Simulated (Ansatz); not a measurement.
A relaxation computed with Ansatz, from input to last step.

```yaml
crystal:
  lattice:
    - [5.3147952417, 0.0, 0.0]
    - [0.0, 5.3147952417, 0.0]
    - [0.0, 0.0, 4.5606685924]
  atoms:
    - { symbol: B, position: [0.0, 0.0, 0.25] }
    - { symbol: B, position: [0.0, 0.0, 0.75] }
    - { symbol: B, position: [0.5, 0.5, 0.75] }
    - { symbol: B, position: [0.5, 0.5, 0.25] }
    - { symbol: W, position: [0.1695578618, 0.6695578618, 0.0] }
    - { symbol: W, position: [0.3304421382, 0.1695578618, 0.0] }
    - { symbol: W, position: [0.3304421382, 0.8304421382, 0.5] }
    - { symbol: W, position: [0.1695578618, 0.3304421382, 0.5] }
    - { symbol: W, position: [0.6695578618, 0.1695578618, 0.5] }
    - { symbol: W, position: [0.8304421382, 0.6695578618, 0.5] }
    - { symbol: W, position: [0.8304421382, 0.3304421382, 0.0] }
    - { symbol: W, position: [0.6695578618, 0.8304421382, 0.0] }
basis:
  ecutwfc: 420
kpoints:
  mp_grid: { grid: [6, 6, 8] }
hamiltonian:
  xc: pbesol
scf:
  occupations: { method: gaussian, width: 0.1 }
output:
  forces: true
  stress: true
  eigenvalues: true
relax:
  adjacent_minimum: "off"
  f_tol: 0.008
  max_steps: 40
```

```bash
ansatz run input.yaml --threads 1 --pin off --max-ram 2560MiB --backend cpu --events-out ev --progress --plain --runs-dir out
```

The calculation used DFT PBEsol, scalar-relativistic, plane waves, PAW (Ansatz 0.2.0).

Of 4 frames 3 are shown, positions in Å and forces in eV/Å; the SCF threshold varies from step to step.

```xyz
12
Lattice="5.3148 0.0000 0.0000 0.0000 5.3148 0.0000 0.0000 0.0000 4.5607" Properties=species:S:1:pos:R:3:forces:R:3 pbc="T T T" step=1 free_energy_over_end_meV_per_atom=0.11
B     0.0000    0.0000    1.1402    0.0000    0.0000    0.0000
B     0.0000    0.0000    3.4205    0.0000    0.0000    0.0000
B     2.6574    2.6574    3.4205    0.0000    0.0000    0.0000
B     2.6574    2.6574    1.1402    0.0000    0.0000    0.0000
W     0.9012    3.5586    0.0000   -0.0815   -0.0815    0.0000
W     1.7562    0.9012    0.0000    0.0815   -0.0815    0.0000
W     1.7562    4.4136    2.2803    0.0815    0.0815    0.0000
W     0.9012    1.7562    2.2803   -0.0815    0.0815    0.0000
W     3.5586    0.9012    2.2803   -0.0815   -0.0815    0.0000
W     4.4136    3.5586    2.2803    0.0815   -0.0815    0.0000
W     4.4136    1.7562    0.0000    0.0815    0.0815    0.0000
W     3.5586    4.4136    0.0000   -0.0815    0.0815    0.0000
12
Lattice="5.3148 0.0000 0.0000 0.0000 5.3148 0.0000 0.0000 0.0000 4.5607" Properties=species:S:1:pos:R:3:forces:R:3 pbc="T T T" step=2 free_energy_over_end_meV_per_atom=0.11
B     0.0000    0.0000    1.1402    0.0000    0.0000    0.0000
B     0.0000    0.0000    3.4205    0.0000    0.0000    0.0000
B     2.6574    2.6574    3.4205    0.0000    0.0000    0.0000
B     2.6574    2.6574    1.1402    0.0000    0.0000    0.0000
W     0.8972    3.5546    0.0000    0.0819    0.0819    0.0000
W     1.7602    0.8972    0.0000   -0.0819    0.0819    0.0000
W     1.7602    4.4176    2.2803   -0.0819   -0.0819    0.0000
W     0.8972    1.7602    2.2803    0.0819   -0.0819    0.0000
W     3.5546    0.8972    2.2803    0.0819    0.0819    0.0000
W     4.4176    3.5546    2.2803   -0.0819    0.0819    0.0000
W     4.4176    1.7602    0.0000   -0.0819   -0.0819    0.0000
W     3.5546    4.4176    0.0000    0.0819   -0.0819    0.0000
12
Lattice="5.3148 0.0000 0.0000 0.0000 5.3148 0.0000 0.0000 0.0000 4.5607" Properties=species:S:1:pos:R:3:forces:R:3 pbc="T T T" step=4 free_energy_over_end_meV_per_atom=0.00
B     0.0000    0.0000    1.1402    0.0000    0.0000    0.0000
B     0.0000    0.0000    3.4205    0.0000    0.0000    0.0000
B     2.6574    2.6574    3.4205    0.0000    0.0000    0.0000
B     2.6574    2.6574    1.1402    0.0000    0.0000    0.0000
W     0.8992    3.5566    0.0000    0.0001    0.0001    0.0000
W     1.7582    0.8992    0.0000   -0.0001    0.0001    0.0000
W     1.7582    4.4156    2.2803   -0.0001   -0.0001    0.0000
W     0.8992    1.7582    2.2803    0.0001   -0.0001    0.0000
W     3.5566    0.8992    2.2803    0.0001    0.0001    0.0000
W     4.4156    3.5566    2.2803   -0.0001    0.0001    0.0000
W     4.4156    1.7582    0.0000   -0.0001   -0.0001    0.0000
W     3.5566    4.4156    0.0000    0.0001   -0.0001    0.0000
```

It took 3 min on 1 thread of Arm Neoverse N1, with other jobs on the host, peak memory 0.61 GiB.

Spin–orbit coupling is left out, which can shift energies with elements as heavy as these.